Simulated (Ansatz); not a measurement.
A (100) slab of FeO (Fm-3m (No. 225)), 6 planes, outer planes FeO (top) and FeO (bottom), with 12 atoms (Fe6O6) in a surface cell of A = 9.014 Å², as cut from the bulk:

```
CELL_PARAMETERS angstrom
3.00230 0.00000 0.00000
0.00000 3.00230 0.00000
0.00000 0.00000 25.61475
ATOMIC_POSITIONS crystal
Fe 0.50000 0.50000 0.29280
O 0.00000 0.00000 0.29280
Fe 0.00000 0.00000 0.37568
O 0.50000 0.50000 0.37568
Fe 0.50000 0.50000 0.45856
O 0.00000 0.00000 0.45856
Fe 0.00000 0.00000 0.54144
O 0.50000 0.50000 0.54144
Fe 0.50000 0.50000 0.62432
O 0.00000 0.00000 0.62432
Fe 0.00000 0.00000 0.70720
O 0.50000 0.50000 0.70720
```

All numbers below come from DFT PBEsol, scalar-relativistic, plane waves, PAW (Ansatz 0.2.0). Settings: cutoff 420 eV, Γ-centred mesh 12×12×1 on the computed 12-atom cell, Gaussian smearing of 0.10 eV; collinear spin from starting moments 3.76 0.37 3.76 0.37 3.76 0.37 3.76 0.37 3.76 0.37 3.76 0.37 μB.

Against the same 12 atoms in the bulk, the slab as cut lies 0.983 eV higher and the relaxed slab 0.686 eV higher.

Task: Work out the surface energy before and after relaxation.

Result: The slab has two faces, so γ = (E_slab − N·E_bulk)/(2A), the mean of both. As cut: 0.983/(2 × 9.014) = 0.0545 eV/Å², and 1 eV/Å² = 16.02 J/m², so γ = 0.87 J/m². Relaxed: 0.686/(2 × 9.014) = 0.0381 eV/Å² = 0.61 J/m². Relaxation recovers 30 % of the cost of cutting.

Task: What is the ideal work of this cut, per area?

Result: Griffith's ideal work is 2γ: 1.75 J/m² if the new faces stay rigid, 1.22 J/m² if they relax. One thickness was run, 6 planes, so γ can still shift with it.

The state reached may not be the lowest one. The run saw a state lower than the one given here. Moments started parallel, and an antiferromagnetic order may lie lower. Semilocal functionals without U can misjudge the magnetic state of such a slab.